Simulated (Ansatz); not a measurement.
**Property card for Hf**

Hf:
Space group Im-3m (No. 229); a = b = c = 3.4413 Å, α = β = γ = 90.00°

| atom | site | symmetry | x | y | z |
|---|---|---|---|---|---|
| Hf | 2a | m-3m | 0.0000 | 0.0000 | 0.0000 |
(The calculation used a cell of 1 atom; values per cell refer to that cell.)

Space group Im-3m (No. 229), bcc (W type); conventional cell a = 3.4413 Å, b = 3.4413 Å, c = 3.4413 Å, α = 90.00°, β = 90.00°, γ = 90.00°.

Method: LDA (plane waves, PAW; program Ansatz). Structure relaxed to zero pressure with the same functional. Other levels are named where they apply.

Cell and energy:

* **Volume per atom**: 20.38 Å³
* **Density**: 14.54 g/cm³

Electronic structure:

Electronic character: metallic (no gap)
Density of states at the Fermi level: 1.5 states/eV per atom (mean over ±0.08 eV)

Mechanics:

Bulk modulus (Birch–Murnaghan fit): 112 GPa
Pressure derivative B′: 3.5
Elastic constants (relaxed ions, GPa): C11 = 92.9, C12 = 124, C44 = 49.8
Mechanical stability: unstable (C has a negative eigenvalue)

This is a known high-temperature phase of the composition, computed here at zero pressure and temperature. Symmetry was held in the LDA relaxation. No spin polarisation was allowed. As this level gives no gap, shear constants depend on the k-mesh and smearing (Fermi–Dirac, 0.1 eV here). On the denser mesh and wider smearing of the elastic run this cell carries a stress of 0.4 GPa. Scalar-relativistic: spin–orbit coupling is off unless named, which matters more the heavier the elements.

Potentials: the earlier of the program's two PAW sets. The files were generated under PBE; for other functionals the program regenerates the frozen cores, and for LDA and PBEsol the local potential too.
